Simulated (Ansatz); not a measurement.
LaSi2Ru2:
Space group I4/mmm (No. 139); a = b = 4.228 Å, c = 10.002 Å, α = β = γ = 90.00°

```csv
atom,site,symmetry,x,y,z
La,2a,4/mmm,0.0000,0.0000,0.0000
Si,4e,4mm,0.0000,0.0000,0.3582
Ru,4d,-4m2,0.0000,0.5000,0.2500
```
(The calculation used a cell of 5 atoms; values per cell refer to that cell.)

Relaxed with r²SCAN.

Q: Which orbitals make up the states near the Fermi level in r²SCAN in the plane-wave PAW code Ansatz?

A: Within 0.5 eV of the Fermi level: Ru 4d 41 %, La 5d 26 %, Si 3p 19 %. Projections are on Löwdin-orthogonalised atomic valence shells; empty p or d shells of many metals are not among them.

Q: Tabulate the density of states.

A: States/eV per cell of 5 atoms, in 0.25 eV bins, energy from the Fermi level.

```csv
E (eV),total,Ru 4d,La 4f,Si 3p
-7.85,2.34,0.60,0.01,0.13
-7.60,1.29,0.30,0.01,0.08
-7.35,0.72,0.16,0.01,0.04
-7.10,0.00,0.00,0.00,0.00
-6.85,0.00,0.00,0.00,0.00
-6.60,0.00,0.00,0.00,0.00
-6.35,0.00,0.00,0.00,0.00
-6.10,0.00,0.00,0.00,0.00
-5.85,0.00,0.00,0.00,0.00
-5.60,0.05,0.02,0.00,0.02
-5.35,1.38,0.52,0.00,0.52
-5.10,2.89,1.15,0.01,1.08
-4.85,2.64,1.08,0.01,1.01
-4.60,2.66,1.05,0.01,1.05
-4.35,3.38,1.68,0.02,1.13
-4.10,3.98,2.22,0.02,1.22
-3.85,4.53,2.55,0.02,1.39
-3.60,4.73,2.81,0.02,1.26
-3.35,6.29,3.83,0.04,1.67
-3.10,6.81,4.23,0.04,1.78
-2.85,5.74,3.43,0.04,1.40
-2.60,3.16,1.74,0.03,0.93
-2.35,3.67,2.41,0.03,0.77
-2.10,4.63,3.35,0.03,0.62
-1.85,6.50,4.77,0.05,0.73
-1.60,6.85,5.31,0.06,0.61
-1.35,5.49,4.22,0.06,0.55
-1.10,4.86,3.70,0.07,0.54
-0.85,4.78,3.77,0.07,0.45
-0.60,2.55,1.57,0.03,0.45
-0.35,2.73,1.29,0.05,0.46
-0.10,1.89,0.82,0.06,0.35
0.15,1.99,0.72,0.07,0.42
0.40,2.21,0.71,0.10,0.41
0.65,1.72,0.54,0.12,0.27
0.90,1.57,0.47,0.15,0.24
1.15,2.13,0.67,0.19,0.32
1.40,2.77,1.24,0.23,0.34
1.65,3.06,1.33,0.33,0.45
1.90,6.51,3.28,0.83,1.02
2.15,2.44,0.76,0.68,0.33
2.40,3.72,0.58,1.93,0.37
2.65,10.15,0.69,7.83,0.45
```

The workflow started from a Materials Project entry (that database holds measured and hypothetical structures alike); the Crystallography Open Database files this formula in space group No. 139, but the cells were not matched. Whether it is the stable phase at ambient conditions was not checked. Symmetry was held in the r²SCAN relaxation; its stability against distortions is not shown here. The run is not spin-polarised. Spin–orbit coupling is left out wherever it is not named.

Potentials: the later of the program's two PAW sets.
